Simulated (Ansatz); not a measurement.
Trial structure of MnAuC4N4, not yet relaxed:

```
Mn C Au N
1.0
     5.90860    0.00000    0.00000
     0.00000    5.90860    0.00000
     0.00000    0.00000    5.90860
Mn C Au N
1 4 1 4
Direct
  0.50000 0.50000 0.50000
  0.18732 0.18732 0.18732
  0.18732 0.81268 0.81268
  0.81268 0.18732 0.81268
  0.81268 0.81268 0.18732
  0.00000 0.00000 0.00000
  0.30164 0.30164 0.30164
  0.30164 0.69836 0.69836
  0.69836 0.30164 0.69836
  0.69836 0.69836 0.30164
```

Method: Ansatz, DFT PBE, scalar-relativistic, plane waves, PAW. Cutoff 420 eV; k points 4×4×4 on the computed 10-atom cell (Γ-centred); Gaussian smearing, width 0.10 eV; collinear spin from starting moments 4.0 0.0 0.0 0.0 0.0 0.0 0.0 0.0 0.0 0.0 μB.

Formation energies are uncorrected and refer to the elements' standard structures at the same level (N₂ as a molecule).

Q: How far from equilibrium is it?

A: The pressure is 5.3 GPa (it wants to expand), the largest force is 2.10 eV/Å, and the energy is +0.61 eV/atom against the elements. The shortest distance is 1.17 Å.

Q: How much does it gain on relaxing, and where does it end?

A: Relaxing gains under 0.1 eV/atom (the start's value is from the coarse mesh, so the gain is rough) in 9 ionic steps and ends at +0.53 eV/atom on the finer mesh. The symmetry stays P-43m (No. 215). The volume per atom grows by 5.9 %, from 20.6 to 21.8 Å³. The shortest distance goes from 1.17 Å (C–N) to 1.18 Å (C–N). Conventional cell: a = 6.022 Å. Mn has 4 N at 1.96 Å; C is surrounded by 1 N at 1.18 Å and 1 Au at 2.08 Å; Au is surrounded by 4 C at 2.08 Å; N is surrounded by 1 C at 1.18 Å and 1 Mn at 1.96 Å.

The last run used collinear spin, a 6×6×6 mesh for its 10-atom cell and Gaussian smearing of 0.10 eV. These runs have no spin–orbit coupling, which can matter for Au. The reference form of C is held partly by dispersion forces, which this level lacks. Another magnetic order may lie lower. The relaxation can't lower the symmetry of the start. A structure relaxed within its symmetry needn't be a true minimum.
